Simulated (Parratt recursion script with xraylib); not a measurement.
**X-ray reflectivity of single films on SiO2: where the minima fall**

Simulated, not measured: specular X-ray reflectivity, Parratt recursion, Névot-Croce roughness, xraylib tables (Parratt recursion script with xraylib 4.3.0).

Photon energy 5.415 keV (λ = 2.2896 Å), s polarisation. The grazing angle θ is scanned from 0.05° to 4.46° in 900 evenly spaced points, and the curve is smoothed with a Gaussian of 0.004° full width. A minimum is a scan point below both neighbours, placed by a parabola through ln R at the three points.

Each run is one film on SiO2 (density 2.632 g/cm³, δ = 18.95 × 10⁻⁶, rms roughness 2.6 Å) under vacuum. The film surface has an rms roughness of 2.2 Å in all runs. The refractive index is n = 1 − δ + iβ. The table lists all minima between 0.75 and 1.5°.

| run | film | thickness d (Å) | density (g/cm³) | δ (10⁻⁶) | β (10⁻⁶) | minima at θ (°) |
|---|---|---|---|---|---|---|
| A | ZrB2 | 400 | 6.071 | 38.21 | 3.459 | 0.829, 0.964, 1.107, 1.255, 1.407 |
| B | ZrB2 | 500 | 6.071 | 38.21 | 3.459 | 0.829, 0.936, 1.049, 1.165, 1.285, 1.406 |
| C | ZrB2 | 200 | 6.071 | 38.21 | 3.459 | 0.833, 1.111, 1.410 |
| D | ZrB2 | 400 | 4.249 | ? | ? | ? |

Densities are inputs, not measurements. They were set from computed cells of the Materials Project: ZrB2 from entry mp-1472 (P6/mmm, 6.071 g/cm³, taken at 70 and 100 %); SiO2 from entry mp-6930 (P3₂21, 2.632 g/cm³). A layer's crystal structure does not enter its constants, only its composition and density.

Task: How many minima does run D have between 0.75 and 1.5°, and where? Estimate its δ first.

Result: Inside a film the fringe order is m = (2d/λ)(sin²θ − 2δ)^½, with the film's own δ. Where the film's δ lies above the substrate's, its two faces reflect with opposite signs, and minima are expected at whole m.

- Run A, δ above the substrate's: the minima give m = 4.03, 5.02, 6.02, 7.02, 8.02.
- Run B, δ above the substrate's: the minima give m = 5.04, 6.03, 7.03, 8.02, 9.02, 10.01.
- Run C, δ above the substrate's: the minima give m = 2.03, 3.02, 4.02.

At fixed composition δ is proportional to density: 38.21 × 4.249/6.071 = 26.74, in the table's units (the run used 26.74). In run D the film's δ lies above the substrate's, so take whole m. The window runs from m = 3.79 to 8.78 and holds m = 4, 5, 6, 7, 8. Then sin²θ = 2δ + (mλ/2d)² gives θ = 0.778, 0.921, 1.069, 1.222, 1.377°.

The run has 5 minima, at 0.786, 0.928, 1.076, 1.229, 1.383°. The largest distance from one of them to an estimated minimum is 0.008°, against a mean spacing of 0.149°.
